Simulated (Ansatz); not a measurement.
# HfB under strong compression

```xyz
2
Lattice="0.0000 2.3100 2.3100 2.3100 0.0000 2.3100 2.3100 2.3100 0.0000" Properties=species:S:1:pos:R:3 pbc="T T T"
Hf    2.3100    2.3100    2.3100
B     0.0000    0.0000    0.0000
```

The base volume is that of a database entry, with shape and atoms relaxed on PAW files at held volume, so it needn't be at zero pressure; the structure needn't be the stable phase, at rest or compressed.

Its volume is scaled, and at each volume shape and atoms are relaxed on PAW files; all methods then take that cell.

Level of theory: DFT with PBE, scalar-relativistic, in Ansatz 0.2.0; a Γ-centred 13×13×13 k mesh, Fermi–Dirac smearing of 0.05 eV, no spin polarisation. LAPW: all electrons, basis error target 1 meV/atom; PAW: frozen-core files, cutoff 420 eV; crystal datasets: all electrons, by PAW datasets that the program makes for each cell.

Energies are extrapolated to zero smearing and count from the unscaled cell; pressure is positive in compression; gaps take the mesh and a band path. No temperature or zero-point motion is included.

Spin–orbit coupling is left out, which matters for the heavy atoms.

```tsv
V/V0	V (Å³/atom)	P LAPW (GPa)	ΔE LAPW (eV/atom)	P PAW − LAPW (GPa)	ΔE PAW − LAPW (meV/atom)	space group	shortest distance (Å)
1.00	12.33	29.7	0.000	-0.03	0.0	Fm-3m	2.310
0.70	8.63	203.4	2.257	-0.18	-1.9	Fm-3m	2.051
0.60	7.40	343.7	?	-0.28	-3.6	Fm-3m	?
0.55	6.78	433.8	5.799	-0.24	-4.6	Fm-3m	1.893
```

Problem. What belongs in the row "0.60", column "ΔE LAPW (eV/atom)"?

Solution. 4.316.

Problem. Give the missing entry: row "0.60", column "shortest distance (Å)".

Solution. 1.948.

Problem. From the table, what is the rise of the enthalpy H = E + pV up to the last row, and how stiff is the crystal between the last two rows?

Solution. ΔH = 5.799 eV + (433.8 GPa × 6.78 Å³ − 29.7 GPa × 12.33 Å³) × 0.006242 eV/(GPa·Å³) = 21.87 eV/atom, of which pV makes 73 %. The mean bulk modulus there is −ΔP/Δln V = 1030 GPa.

Problem. At the smallest volume, how far do crystal datasets lie from LAPW in pressure?

Solution. crystal datasets: 0.00 GPa, on a LAPW pressure of 433.8 GPa.

Problem. How do the Löwdin populations by LAPW change from the unscaled cell to the last row?

Solution. Hf 5s 1.92 → 1.82, Hf 6s 0.44 → 0.40, Hf 5p 5.96 → 5.77, Hf 5d 3.13 → 4.14, Hf 4f 13.99 → 13.94, B 2s 1.05 → 0.69, B 2p 2.50 → 2.26 electrons an atom. These are projections on the shells that the free atoms fill; 0.02 e a cell lies outside them at the start and 0.03 e at the end.
